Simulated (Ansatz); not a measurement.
## Memo: Heat capacity near absolute zero

A cold calorimeter or bolometer resolves small energies when its absorber holds little heat, and in an insulator that falls as (T/Θ)³. The reference row is Si. A cube of 1 mm edge at 0.1 K; all rows have a gap at this level.

Levels of theory (Ansatz, a plane-wave PAW program): Debye temperature: r²SCAN, elastic tensor, Hill average; volume per atom, density: r²SCAN, relaxed cell.

Model phases, started by placing the elements on a structure type or from a typed cell, with no claim that they are known: 4H-AlN. Runs started from generated or typed cells of the structure named: ZnS; Si; cubic BN; GaN. Over 15 meV/atom above the lowest phase of their formula at hand: cubic BN (60 meV/atom, r²SCAN). Spin–orbit coupling is left out unless named.

Working rules: C per volume = 1944 J/(K·mol)(T/Θ)³/(0.6022 V) = 3228 (T/Θ)³/V; thermodynamic noise = √(k_B T² C_total); relative noise = noise/noise_ref.

Si (diamond type), the reference, has Debye temperature 659 K, volume per atom 20.17 Å³/atom, density 2.31 g/cm³. That gives C = 3228 × (0.1/659)³/20.17 = 5.592e-10 J/K per cm³; noise: 0.1 × √(1.3806×10⁻²³ × 5.592e-10 × 0.00100)/1.602×10⁻¹⁹ = 1.734 eV; relative noise: 1.734/1.734 = 1.00.

Cubic BN has Debye temperature 1940 K, volume per atom 5.88 Å³/atom, density 3.50 g/cm³. That gives C = 3228 × (0.1/1940)³/5.88 = 7.519e-11 J/K per cm³; noise: 0.1 × √(1.3806×10⁻²³ × 7.519e-11 × 0.00100)/1.602×10⁻¹⁹ = 0.6360 eV; relative noise: 0.6360/1.734 = 0.37.

ZnS (wurtzite) has Debye temperature 360 K, volume per atom 19.59 Å³/atom, density 4.13 g/cm³. By the same steps, C 3.532e-9 J/K per cm³, noise 4.359 eV, relative noise 2.5.

4H-AlN has Debye temperature 964 K, volume per atom 10.42 Å³/atom, density 3.27 g/cm³. By the same steps, C 3.458e-10 J/K per cm³, noise 1.364 eV, relative noise 0.79.

GaN (wurtzite) has Debye temperature 636 K, volume per atom 11.37 Å³/atom, density 6.11 g/cm³. By the same steps, C 1.104e-9 J/K per cm³, noise 2.437 eV, relative noise 1.41.

KMgF3 (cubic perovskite) has Debye temperature 571 K, volume per atom 12.62 Å³/atom, density 3.17 g/cm³. By the same steps, C 1.374e-9 J/K per cm³, noise 2.719 eV, relative noise 1.57.

In order of relative noise, lowest first: cubic BN (0.37 ± 0.022), 4H-AlN (0.79 ± 0.047), Si (1.00 ± 0.060), GaN (1.41 ± 0.085), KMgF3 (1.57 ± 0.094), ZnS (2.5 ± 0.15). The ± follows from allowances picked for this note (Debye temperature 4 %, volume per atom 1 %), carried to first order and added in quadrature, each row's own inputs moving alone; ≈ joins neighbours closer than their two ± added in quadrature. On this figure 2 of 5 candidates do clearly better than the reference.

Wanted are low relative noise and high density; no other row betters these on both counts: cubic BN (0.37, 3.50); GaN (1.41, 6.11). The reference is off the front.

Decision: cubic BN comes first by relative noise, and cubic BN is on the front as well. This holds for the figure and assumptions above, and the caveats below decide whether it survives in a device.

Θ comes from averaged elastic constants. Free carriers, two-level defects, nuclear spins and metal films add heat capacity that the Debye law lacks. Where several phases of a formula are at hand, those over 0.1 eV/atom above the lowest were not drawn (by r²SCAN where it compared them, else by the largest value; a layered or molecular lowest phase counts only with a dispersion term); other phases could lie lower still. The rows are a sample and no shortlist: familiar crystals first, some related and some not, whatever their agreement with measurement; tables with many equal figures were not kept. Limits of the draw: gap over 1 eV but for Si, Ge and GaAs, no magnets; for moduli and speeds, an anisotropy index under 2.5, no layered crystals; no unfamiliar magnets, and cubic perovskites only if shown or known to be stable. As a rule kept out of such tables: 4f compounds, open-shell compounds run without a Hubbard term, cells found unstable in the tests at hand, cells close to a higher symmetry, and runs set to a pressure or over 12 % in volume from the crystal's fullest run.
